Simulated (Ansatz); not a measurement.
Ba2CdMoO6:
Space group Fm-3m (No. 225); a = b = c = 8.348 Å, α = β = γ = 90.00°

| atom | site | symmetry | x | y | z |
|---|---|---|---|---|---|
| Ba | 8c | -43m | 0.2500 | 0.2500 | 0.2500 |
| Cd | 4b | m-3m | 0.5000 | 0.5000 | 0.5000 |
| Mo | 4a | m-3m | 0.0000 | 0.0000 | 0.0000 |
| O | 24e | 4m.m | 0.0000 | 0.0000 | 0.2296 |
(The calculation used a cell of 10 atoms; values per cell refer to that cell.)

Relaxed with r²SCAN. r²SCAN (plane waves, PAW; program Ansatz) gives a gap of 2.67 eV.

### Question
What gap does HSE06 give on the same cell (Ansatz, PAW)?

### Answer
3.68 eV, 1.01 eV more. The hybrid was solved on a coarser mesh and at special points; its gap is the smallest among all of these.

```csv
k,v1 r²SCAN,c1 r²SCAN,v1 HSE06,c1 HSE06
Γ,-0.16,3.08,?,?
X,-0.21,2.67,-0.19,3.68
L,0.00,2.94,?,?
W,-0.47,3.00,?,?
K,-0.35,2.80,?,?
```

### Question
Top valence (v1) and lowest conduction level (c1) in eV from each method's valence maximum (which need not be a listed point): supply the withheld HSE06 values.

### Answer

- K, v1 HSE06: -0.35
- K, c1 HSE06: 3.82
- L, v1 HSE06: 0.00
- L, c1 HSE06: 3.96
- Γ, v1 HSE06: -0.15
- Γ, c1 HSE06: 4.11
- W, v1 HSE06: -0.47
- W, c1 HSE06: 4.03

Cost on shared cores: the r²SCAN run (SCF on a 6×6×6 mesh, then bands and DOS) about 4 core-minutes (a rough figure), the HSE06 run (SCF on 4×4×4, then a few points) very roughly 13 core-minutes; the tasks are unlike.

The first step of the workflow began from a Materials Project structure, measured or hypothetical; the Crystallography Open Database copy checked does not list it. Whether it is the stable phase at ambient conditions was not checked. The cell was relaxed with r²SCAN under the symmetry of its start; its stability against distortions is not shown here. The run is not spin-polarised. No Hubbard U is applied. Spin–orbit coupling is left out wherever it is not named.

Potentials: the later of the program's two PAW sets.
